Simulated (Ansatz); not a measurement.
# CaMoI: relaxation (Ansatz)

Launch command:

```bash
ansatz run input.yaml --threads 1 --pin off --max-ram 2560MiB --backend cpu --events-out ev --progress --plain --runs-dir out
```

The input file (Ansatz 0.2.0, plane waves):

```yaml
crystal:
  lattice:
    - [4.228182, 0.0, 0.0]
    - [0.0, 4.228182, 0.0]
    - [0.0, 0.0, 9.286213]
  atoms:
    - { symbol: Ca, position: [0.0, 0.5, 0.16] }
    - { symbol: Ca, position: [0.5, 0.0, 0.84] }
    - { symbol: Mo, position: [0.0, 0.0, 0.0] }
    - { symbol: Mo, position: [0.5, 0.5, 0.0] }
    - { symbol: I, position: [0.0, 0.5, 0.675] }
    - { symbol: I, position: [0.5, 0.0, 0.325] }
  symmetry: { tolerance: 0.0003 }
kpoints:
  mp_grid: { grid: [4, 4, 2], shift: [0, 0, 0] }
magnetization:
  spin_polarized: false
scf:
  occupations: { method: fermi_dirac }
  algorithm: density_mixing
hamiltonian:
  pseudopotentials: { kind: paw }
  xc: pbe
basis:
  ecutwfc: 420
output:
  forces: true
  stress: true
  eigenvalues: true
  write_density: true
  write_potential: true
  elf: true
  volumetric_format: npy
relax:
  max_steps: 40
  cell: {}
```

Origin of the cell: a known structure type with other elements, at an estimated volume, so it need not be a known compound.

The smearing width isn't typed, so it takes its default of 0.1 eV.

Output (shortened):

```
SCF iter   1: F=—  HF=-28565.099346 eV  Δρ=1.51e-2  dr2=1.02e0
SCF iter   2: F=—  HF=-28565.033616 eV  Δρ=1.78e-2  dr2=4.99e-1  defer=1
SCF iter   3: F=—  HF=-28564.932318 eV  Δρ=1.73e-3  dr2=3.65e-2  defer=1
SCF iter   4: F=—  HF=-28564.927672 eV  Δρ=9.68e-4  dr2=1.81e-3  defer=1
SCF iter   5: F=—  HF=-28564.927409 eV  Δρ=4.17e-4  dr2=3.11e-4  defer=1
SCF iter   6: F=—  HF=-28564.927366 eV  Δρ=1.16e-4  dr2=2.66e-5  defer=1
SCF iter   7: F=—  HF=-28564.927388 eV  Δρ=4.63e-5  dr2=6.15e-6  defer=1
SCF iter   8: F=—  HF=-28564.927388 eV  Δρ=2.84e-5  dr2=1.74e-6  defer=1
SCF iter   9: F=—  HF=-28564.927388 eV  Δρ=6.31e-6  dr2=1.13e-7  defer=1
SCF iter  10: F=-28564.927388 eV  HF=-28564.927388 eV  Δρ=1.41e-6  dr2=1.31e-9
relax step   1: F+E_penalty+E_count = -28564.927388 eV  Δ(F+E_penalty+E_count) = +0.000e0 eV  max|allowed force component| = 5.376e0 eV/Å  Δτ_max = 0.0000 Å  P = +7.257 GPa  Ω = 166.014 Å³  ( […]
relax step   2: F+E_penalty+E_count = -28567.138863 eV  Δ(F+E_penalty+E_count) = -2.211e0 eV  max|allowed force component| = 4.440e0 eV/Å  Δτ_max = 0.1950 Å  P = +4.115 GPa  Ω = 169.627 Å³  e […]
relax step   3: F+E_penalty+E_count = -28568.953974 eV  Δ(F+E_penalty+E_count) = -1.815e0 eV  max|allowed force component| = 2.802e0 eV/Å  Δτ_max = 0.1967 Å  P = +1.523 GPa  Ω = 171.167 Å³  e […]
relax step   4: F+E_penalty+E_count = -28570.298532 eV  Δ(F+E_penalty+E_count) = -1.345e0 eV  max|allowed force component| = 1.166e0 eV/Å  Δτ_max = 0.1949 Å  P = +0.178 GPa  Ω = 169.990 Å³  e […]
relax step   5: F+E_penalty+E_count = -28571.460981 eV  Δ(F+E_penalty+E_count) = -1.162e0 eV  max|allowed force component| = 9.493e-1 eV/Å  Δτ_max = 0.1950 Å  P = -0.266 GPa  Ω = 165.902 Å³ […]
[… 14 lines left out …]
relax step  20: F+E_penalty+E_count = -28573.140273 eV  Δ(F+E_penalty+E_count) = -4.596e-3 eV  max|allowed force component| = 1.381e-3 eV/Å  Δτ_max = 0.0000 Å  P = +0.046 GPa  Ω = 182.956 Å³  stress off target by 1.28e-1 GPa […]
relax step  21: F+E_penalty+E_count = -28573.141138 eV  Δ(F+E_penalty+E_count) = -8.655e-4 eV  max|allowed force component| = 6.561e-3 eV/Å  Δτ_max = 0.0284 Å  P = +0.030 GPa  Ω = 184.719 Å³ […]
relax step  22: F+E_penalty+E_count = -28573.141362 eV  Δ(F+E_penalty+E_count) = -2.237e-4 eV  max|allowed force component| = 8.879e-3 eV/Å  Δτ_max = 0.0410 Å  P = -0.001 GPa  Ω = 187.090 Å³ […]
relax step  23: F+E_penalty+E_count = -28573.141402 eV  Δ(F+E_penalty+E_count) = -3.989e-5 eV  max|allowed force component| = 9.517e-4 eV/Å  Δτ_max = 0.0092 Å  P = +0.008 GPa  Ω = 187.713 Å³ […]
relax step  24: F+E_penalty+E_count = -28573.141826 eV  Δ(F+E_penalty+E_count) = -4.242e-4 eV  max|allowed force component| = 9.836e-4 eV/Å  Δτ_max = 0.0000 Å  P = +0.005 GPa  Ω = 187.713 Å³  stress off target by 7.96e-3 GPa […]
SCF 24 converged in 8 iterations: F = -28573.141826 eV  dr2 = 5.55e-12
basis re-selected at this cell: Δ(F+E_penalty+E_count) = -4.242e-4 eV, ΔP = -0.003 GPa vs the last step (what re-selecting the basis moved, of the pressure what is left beyond the Pulay corre […]
SCF converged after 8 iterations
Free energy (F): -28573.141826 eV
Harris-Foulkes:  -28573.141826 eV  (|F-HF|=7.28e-12)
Internal energy: -28572.977164 eV  (E = F + TS)
E sigma→0 (E₀):  -28573.059495 eV
Entropy (-TS):   -0.164662 eV (-27.444 meV/atom)
Fermi energy:    8.490985 eV
--- Per-component energies (eV) ---
  E_band       = -1421.763850
  E_kinetic    = 1813.593637
  E_local      = -10259.828658  (includes V_loc(G=0)·N_el)
  E_nonlocal   = 236.325429
  E_hartree    = 4547.495167
  E_xc         = -894.884231
  E_vxc        = -1053.911962  (∫ρ·V_xc dr)
  E_paw        = -17753.572063  (= ΣΔE_a)
  E_vpaw       = -1252.932722  (= ΣTr[D̂ρ^β])
  E_aug_tail   = 0.000061  (compensation charges beyond the density's cutoff)
  E_ewald      = -6262.106506
  E_smearing   = -0.164662  (= −TS)
  Σ components = -28573.141826   (vs F -28573.141826, Δ=0.00e0)
--- Forces (eV/Å), atoms counted from 1 ---
  atom   1  Ca     0.000000     0.000000     0.000984
  atom   2  Ca     0.000000     0.000000    -0.000984
  atom   3  Mo     0.000000     0.000000    -0.000000
  atom   4  Mo    -0.000000     0.000000     0.000000
  atom   5  I     -0.000000     0.000000     0.000852
  atom   6  I      0.000000     0.000000    -0.000852
  max |Σ_I F_I| component: 7.59e-19 eV/Å
--- Stress (GPa, compression-positive) ---
        0.007958      -0.000000      -0.000000
       -0.000000       0.007958       0.000000
       -0.000000       0.000000      -0.002219
  P = ⅓ Tr σ = 0.0046 GPa (0.046 kbar)
--- Relaxed structure (21 steps of the walk, 20 accepted, 3 SCFs on fresh bases) ---
  F+E_penalty+E_count = -28573.141826 eV   max|allowed force component| = 9.836e-4 eV/Å   (the final SCF, on the basis selected at the relaxed cell)
  cell:  # Å, volume = 187.7130 Å³
    - [3.708595, 0.0, 0.0]
    - [0.0, 3.708595, 0.0]
    - [0.0, 0.0, 13.648207]
  atoms:
    - { symbol: Ca, position: [0.0, 0.500000, 0.206899] }
    - { symbol: Ca, position: [0.500000, 0.0, 0.793101] }
    - { symbol: Mo, position: [0.0, 0.0, -3.580e-19] }
    - { symbol: Mo, position: [0.500000, 0.500000, -3.580e-19] }
    - { symbol: I, position: [0.0, 0.500000, 0.662539] }
    - { symbol: I, position: [0.500000, 0.0, 0.337461] }
```

Caveats: no dispersion correction, so spacings can come out too large where layers or molecules are weakly bound; no moments, though an odd count or open d shells may carry them; no spin-orbit coupling, though heavy elements are present; the given cell is far from equilibrium, with atoms too close or a volume far off; the k mesh is coarse if the cell is a metal; the relaxation held the start's symmetry, so the end may be a saddle point.

It ran for 4.1 min on 1 thread of Arm Neoverse V1, with other jobs on the host, peak memory 0.47 GiB, from the program's own first density.
